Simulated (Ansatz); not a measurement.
Mg3SnO:
Space group Pm-3m (No. 221); a = b = c = 4.348 Å, α = β = γ = 90.00°

```json
[
 {"atom": "Sn", "site": "1a", "symmetry": "m-3m", "x": "0.0000", "y": "0.0000", "z": "0.0000"},
 {"atom": "O", "site": "1b", "symmetry": "m-3m", "x": "0.5000", "y": "0.5000", "z": "0.5000"},
 {"atom": "Mg", "site": "3c", "symmetry": "4/mm.m", "x": "0.0000", "y": "0.5000", "z": "0.5000"}
]
```

This is the PBEsol-relaxed structure.

Problem. All from plane-wave PAW PBEsol (Ansatz code), unless another level is named. Estimate the Young's modulus.

Solution. 116 GPa.

Problem. And the elastic constants (relaxed ions, GPa)?

Solution. C11 = 126, C12 = 47.7, C44 = 52.9.

The start of the workflow was typed in or built on a structure type; neither database checked (COD, Materials Project) lists it. Its standing as an ambient phase is unchecked. The PBEsol relaxation kept the symmetry of its start; whether a distortion lowers the energy is not shown. As this level gives no gap, shear constants depend on the k-mesh and smearing (Fermi–Dirac, 0.1 eV here). Scalar-relativistic: spin–orbit coupling is off unless named, which matters more the heavier the elements.

Potentials: the later of the program's two PAW sets.
